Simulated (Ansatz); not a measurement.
## Band structure of GaCo

```xyz
2
Lattice="2.8831 0.0000 0.0000 0.0000 2.8831 0.0000 0.0000 0.0000 2.8831" Properties=species:S:1:pos:R:3 pbc="T T T"
Ga    1.4416    1.4416    1.4416
Co    0.0000    0.0000    0.0000
```

Atoms are numbered in the order listed.

The cell is COD entry 1525477, as deposited and not checked against the literature; nothing was relaxed.

Theory: DFT, PBE, all-electron LAPW, scalar-relativistic in Ansatz 0.2.0.

Sampling and basis: a Γ-centred 11×11×11 k mesh, Fermi–Dirac smearing of 0.03 eV, basis error target 1 meV/atom, spin-polarised from start moments Co2 2 μB (the moments died away, and the run ended non-magnetic).

Points in fractions of the reciprocal vectors of this cell: Γ (0, 0, 0), X (0, 0.5, 0), M (0.5, 0.5, 0), R (0.5, 0.5, 0.5). The path joins them by straight lines in the order Γ–X–M–Γ–R–X–R–M; legs that retrace an earlier one aren't tabulated. Energies are in eV from the Fermi level.

Q: List the levels at Γ between -14 and 4.5 eV.

A: -12.08, -2.57 (×2), -0.75 (×3).

Q: List the levels at X between -14 and 4.5 eV.

A: -7.97, -6.89, -2.34, -1.76 (×2), -0.74, 0.08.

Q: List the levels at M between -14 and 4.5 eV.

A: -6.04, -3.15 (×2), -2.49, -1.24 (×2), -0.27, 2.22, 3.10.

Q: What is the band gap?

A: none: bands cross the Fermi level, a metal.
